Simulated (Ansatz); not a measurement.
BaTiO$_{3}$ (space group Amm2)

```yaml
crystal:
  lattice:
    - [3.92309, 0.00000, 0.00000]
    - [0.00000, 2.79408, 2.79916]
    - [0.00000, -2.79408, 2.79916]
  atoms:
    - { symbol: Ba, position: [0.00000, 0.00175, 0.00175] }
    - { symbol: Ti, position: [0.50000, 0.51200, 0.51200] }
    - { symbol: O, position: [0.50000, 0.98530, 0.49101] }
    - { symbol: O, position: [0.50000, 0.49101, 0.98530] }
    - { symbol: O, position: [0.00000, 0.48983, 0.48983] }
```

The atoms are displaced by Q × the pattern below (from a DFPT mode at Γ, largest move 1; Q in Å), at fixed cell.

```tsv
atom	x	y	z
Ba1	0.020	0.000	0.000
Ti2	0.724	0.000	0.000
O3	-0.667	0.000	0.000
O4	-0.667	0.000	0.000
O5	-1.000	0.000	0.000
```

These are LDA (plane waves to 420 eV, PAW, scalar-relativistic; Ansatz, a quantum-chemistry and plane-wave program) values and carry that method's errors. k mesh 9×8×8 (Γ-centred), fixed occupations. BaTiO3 is run without spin polarisation. BaTiO3 was relaxed with its symmetry unable to fall. This is one of several known forms of BaTiO3; the measured ambient cells at hand have space group No. 99.

At one point of the scan the forces (eV/Å) are:

```csv
atom,Fx,Fy,Fz
Ba1,-0.004,0.000,-0.002
Ti2,0.050,0.000,-0.035
O3,0.000,0.013,0.016
O4,0.000,-0.013,0.016
O5,-0.047,0.000,0.005
```

**Question.** Which point is it?
A) Q = -0.055 Å
B) Q = -0.066 Å
C) Q = -0.022 Å
D) Q = -0.044 Å

**Answer.** D, Q = -0.044 Å

(A displaced cell: forces are minus the slopes of the energy, force constants its curvatures, and phonons follow from these.)
